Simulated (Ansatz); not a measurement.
Cs2YbF6: input and output

Input file of Ansatz 0.2.0:

```yaml
crystal:
  lattice:
    - [3.18939383, 5.52418937, 0.0]
    - [-3.18939383, 5.52418937, 0.0]
    - [0.0, 0.0, 4.99122619]
  atoms:
    - { symbol: Yb, position: [0.0, 0.0, 0.0] }
    - { symbol: Cs, position: [0.3333, 0.3334, 0.692] }
    - { symbol: Cs, position: [0.6667, 0.6666, 0.308] }
    - { symbol: F, position: [0.16, 0.68, 0.198] }
    - { symbol: F, position: [0.16, 0.16, 0.198] }
    - { symbol: F, position: [0.68, 0.16, 0.198] }
    - { symbol: F, position: [0.84, 0.32, 0.802] }
    - { symbol: F, position: [0.32, 0.84, 0.802] }
    - { symbol: F, position: [0.84, 0.84, 0.802] }
kpoints:
  mp_grid: { grid: [4, 4, 5], shift: [0, 0, 0] }
  band_path:
    path:
      - [0.0, 0.0, 0.0]
      - [0.49999995, 0.50000002, 0.0]
      - [0.3333333, 0.66666673, 0.0]
      - [0.0, 0.0, 0.0]
      - [0.0, 0.0, 0.5]
      - [0.49999995, 0.50000002, 0.5]
      - [0.3333333, 0.66666673, 0.5]
      - [0.0, 0.0, 0.5]
      - [0.49999995, 0.50000002, 0.5]
      - [0.49999995, 0.50000002, 0.0]
      - [0.3333333, 0.66666673, 0.5]
    npoints: 6
magnetization:
  spin_polarized: false
scf:
  occupations: { method: fermi_dirac }
  lower_state_search: "off"
  max_iter: 200
hamiltonian:
  pseudopotentials: { kind: paw }
  xc: r2scan
basis:
  ecutwfc: 500
  fft_grid_basis: typed
output:
  forces: true
  stress: true
  eigenvalues: true
  bader: true
  populations: true
  elf: true
  write_potential: true
  volumetric_format: npy
  dos:
    e_range: [-12, 8]
    de: 0.05
    projected: { site_lists: { Cs: [Cs], F: [F], Yb: [Yb] } }
checkpoint:
  read: saved_state
```

The saved state is an earlier solution for the same cell, perhaps on another mesh. 

Output (shortened):

```
SCF iter   1: F=-30046.6767 eV  Δρ=2.69e-3  dr2=1.80e-3  dr2_τ=6.28e-4
SCF iter   2: F=-30046.6771 eV  Δρ=8.23e-4  dr2=1.13e-3  dr2_τ=1.99e-5
SCF iter   3: F=-30046.6783 eV  Δρ=3.93e-4  dr2=1.33e-4  dr2_τ=9.33e-6
SCF iter   4: F=-30046.6775 eV  Δρ=8.45e-4  dr2=6.29e-4  dr2_τ=1.25e-5  recentre
SCF iter   5: F=-30046.6783 eV  Δρ=2.88e-4  dr2=1.40e-4  dr2_τ=1.86e-6
SCF iter   6: F=-30046.6784 eV  Δρ=2.46e-4  dr2=9.65e-5  dr2_τ=3.02e-6
SCF iter   7: F=-30046.6786 eV  Δρ=3.72e-5  dr2=1.50e-6  dr2_τ=4.28e-7
SCF iter   8: F=-30046.6786 eV  Δρ=8.97e-5  dr2=1.39e-5  dr2_τ=1.20e-7
SCF iter   9: F=-30046.6786 eV  Δρ=4.32e-5  dr2=3.01e-6  dr2_τ=4.86e-8
SCF iter  10: F=-30046.6786 eV  Δρ=2.23e-5  dr2=8.09e-7  dr2_τ=1.01e-8
SCF iter  11: F=-30046.6786 eV  Δρ=1.09e-5  dr2=1.95e-7  dr2_τ=3.86e-9
SCF iter  12: F=-30046.6786 eV  Δρ=9.05e-6  dr2=1.09e-7  dr2_τ=9.69e-9
SCF iter  13: F=-30046.6786 eV  Δρ=4.72e-6  dr2=3.28e-8  dr2_τ=2.70e-9
Free energy (F): -30046.6786 eV
Harris-Foulkes:  -30046.6786 eV  (|F-HF|=3.06e-8)
Internal energy: -30046.3651 eV  (E = F + TS)
E sigma→0 (E₀):  -30046.5219 eV
Entropy (-TS):   -0.3134 eV (-34.825 meV/atom)
Fermi energy:    2.4728 eV
--- Per-component energies (eV) ---
  E_band       = -491.6073
  E_kinetic    = 1919.9810
  E_local      = -13086.9858  (includes V_loc(G=0)·N_el)
  E_nonlocal   = 972.0065
  E_hartree    = 5561.4716
  E_xc         = -977.6658
  E_vxc        = -1226.2419  (∫ρ·V_xc dr)
  E_paw        = -18728.8662  (= ΣΔE_a)
  E_vpaw       = -274.3616  (= ΣTr[D̂ρ^β])
  E_aug_tail   = 0.0061  (compensation charges beyond the density's cutoff)
  E_vtau       = 81.0616  (kinetic-family band-sum trace: ∫τ·v_τ [+ j·A + Jᵃ·Aᵃ] dr)
  E_ewald      = -5707.0732
  E_core_change = 0.7606  (= ΣΔE_core)
  E_smearing   = -0.3134  (= −TS)
--- Forces (eV/Å), atoms counted from 1 ---
  atom   1  Yb     0.0000     0.0000     0.0000
  atom   2  Cs     0.0007    -0.0004     0.0495
  atom   3  Cs    -0.0007     0.0004    -0.0495
  atom   4  F      0.6114    -0.3530     0.7835
  atom   5  F      0.0000     0.7059     0.7835
  atom   6  F     -0.6113    -0.3529     0.7835
  atom   7  F     -0.6114     0.3530    -0.7835
  atom   8  F      0.6113     0.3529    -0.7835
  atom   9  F      0.0000    -0.7059    -0.7835
--- Stress (GPa, compression-positive) ---
        3.7509      -0.0008      -0.0002
       -0.0008       3.7500       0.0000
       -0.0001       0.0000       3.2277
  P = ⅓ Tr σ = 3.5762 GPa (35.762 kbar)
--- Löwdin populations: 9 sites ---
  site symbol       q [e]
     0     Yb     22.9321
     1     Cs      8.0067
     2     Cs      8.0067
     3      F      7.4590
     4      F      7.4590
     5      F      7.4590
     6      F      7.4590
     7      F      7.4590
     8      F      7.4590
  spilling = 0.0036 (of n_electrons = 84.0000)
```

Absolute energies hang on the potentials; compare differences alone.

Origin: a known structure type with other elements, at an estimated volume, so it need not be a known compound. Caveats: no spin polarisation, so a magnetic state may lie lower; f levels without a U or exact exchange are poorly placed.
